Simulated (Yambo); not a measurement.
G0W0@PBEsol for CsCdCl$_{3}$ (cubic perovskite, space group Pm-3m, No. 221) in Yambo. Reference settings: 2×2×2 Γ-centred k mesh, bands 5 to 268 and a 8 Ry block in the screening, 268 bands in G with the Bruneval-Gonze terminator, plasmon pole fitted at 27.2 eV. The PBEsol gap R → Γ on this mesh is 1.63 eV; G0W0 gaps are taken between the same points.

```
change from the reference       G0W0 gap R → Γ (eV)  shift of the valence edge (eV)
------------------------------  -------------------  ------------------------------
reference settings                             3.76                           -1.25
95 bands in G                                  3.80                           -1.22
no random integration                          3.69                           -1.02
168 bands in W, 168 bands in G                 3.84                           -1.17
3 Ry block                               (withheld)                           -1.00
no terminator                                  3.71                           -1.11
122 bands in W                                 3.93                           -1.12
7 Ry block                                     3.74                           -1.21
```

Estimate the withheld gaps from the other rows; the computed values follow.


- 3 Ry block, G0W0 gap R → Γ (eV): 3.65

The reference isn't shown to be the converged limit.

Spin-orbit coupling is not included.

Geometry of the Materials Project entry, not relaxed at this level; primitive cell a = 5.2644 Å, b = 5.2644 Å, c = 5.2644 Å, α = 90.00°, β = 90.00°, γ = 90.00°.

A shift is the quasiparticle energy of the state minus its PBEsol energy.
